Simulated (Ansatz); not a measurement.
TiSi2 (C54 type, space group Fddd)

```
CELL_PARAMETERS angstrom
      0.00000     4.11603     4.26094
      2.39020     0.00000     4.26094
      2.39020     4.11603     0.00000
ATOMIC_POSITIONS crystal
  Si 0.66250 0.33750 0.66250
  Si 0.33750 0.66250 0.33750
  Si 0.58750 0.91250 0.58750
  Si 0.91250 0.58750 0.91250
  Ti 0.00000 0.00000 0.00000
  Ti 0.25000 0.25000 0.25000
```

The slice is a (110) plane (indices of the conventional cell) through the point (0.250, 0.250, 0.250) (fractional), spanned by u = [1 -1 0] and v = [1 1 -1] in vectors of this cell: u (4.76 Å) and v (8.52 Å, at 90° to u). It covers one period; positions are fractions (u, v).

Method: r2SCAN (plane waves to 500 eV, PAW, scalar-relativistic; Ansatz, a program for electronic structure). k mesh 13×13×13. Near the nuclei the fields are pseudised (PAW); where an atom keeps semicore shells as valence, they peak there. The PAW data are Ansatz's earlier set. TiSi2 is run without spin polarisation. TiSi2 was relaxed with its symmetry unable to fall.

Q: Sketch the electrostatic potential energy of an electron, from the cell's mean on this plane as a map.

A: 
```
|xxxxxx##@@%%%%@@##xxxx|
|xxxx==%%@@@@@@@@%%==xx|
|++++----**@@@@**--==++|
|%%==xxxxxx++++xxxxxx==|
|##..xxxxxx----xxxxxx..|
|%%--xxxxxx++++xxxxxx--|
|@@##--::++@@@@++::--##|
|@@##--::++@@@@++::--##|
|##::xxxxxx####xxxxxx::|
|++xxxxxxxx++++xxxxxxxx|
|##::xxxxxx####xxxxxx::|
|@@%%==--==++++++--==%%|
|@@@@@@##  xxxx  ##@@@@|
|%%@@@@--xxxxxxxx--@@@@|
|##%%%%..xxxxxxxx..%%%%|
|%%@@@@==xxxxxxxx==@@@@|
|++##@@%%  xxxx  %%@@##|
|xxxx++@@%%****%%@@++xx|
|xxxxxx%%@@%%%%@@%%xxxx|
|xxxxxx**@@####@@**xxxx|
```
Scale: ten equal steps from 1.20 (start of ' ') to 9.53 (end of '@'), in the order ' .:-=+*#%@'. Values: electrostatic potential energy of an electron, from the cell's mean, in eV. The map has 11 points along u (two characters each, u = 0 at the left) and 20 along v (v = 0 in the bottom row). Points within 1 Å of a nucleus are blanked (x), as the pseudised field means little there. The zero, the cell's mean, hangs on the PAW cores.
